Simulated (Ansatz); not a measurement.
Level of theory: DFT PBE, scalar-relativistic, plane waves, PAW (Ansatz). All cells share a 420 eV cutoff and Γ-centred k meshes spaced at most about 0.3 Å⁻¹ (about 0.25 or finer for metals, 2π included). Collinear spin in cells that started with moments and kept them past the coarse steps, no spin elsewhere.

All energies are static (0 K, no zero-point motion).

Compare these two cells of IrAu, each relaxed at this level.

A. (no spin)

```xyz
2
Lattice="1.4146 0.8167 4.6229 -1.4146 0.8167 4.6229 0.0000 -1.6334 4.6229" Properties=species:S:1:pos:R:3 pbc="T T T"
Ir    0.0000    0.0000    0.0000
Au    0.0000    0.0000    6.9343
```

B. (site moments under 0.1 μB)

```xyz
4
Lattice="2.8176 0.0000 0.0000 -1.4088 2.4401 0.0000 0.0000 0.0000 9.3511" Properties=species:S:1:pos:R:3 pbc="T T T"
Ir    0.0000    1.6268    2.3378
Ir    1.4088    0.8134    7.0133
Au    0.0000    0.0000    0.0000
Au    0.0000    0.0000    4.6756
```

Question: Which form is favoured at zero pressure, and by what margin per atom?

Answer: A is lower, by 32 meV/atom. A has the CuPt (L1_1) type, space group R-3m (No. 166), 16.0 Å³/atom and no gap on its mesh; B has Ir and Au ordered on dhcp sites, space group P6_3/mmc (No. 194), 16.1 Å³/atom and no gap. Even the lower one lies +0.38 eV/atom against the reference forms of the elements (uncorrected), so neither is stable at this level. In A, Ir has 6 Ir at 2.83 Å and 6 Au at 2.83 Å; Au is surrounded by 6 Au at 2.83 Å and 6 Ir at 2.83 Å. In B, Ir has 6 Ir at 2.82 Å and 6 Au at 2.85 Å; around Au lie 6 Au at 2.82 Å and 6 Ir at 2.85 Å. Both come from invented guesses.

These runs have no spin–orbit coupling, which can matter for Au and Ir. Cells relaxed within their symmetry can be saddle points.
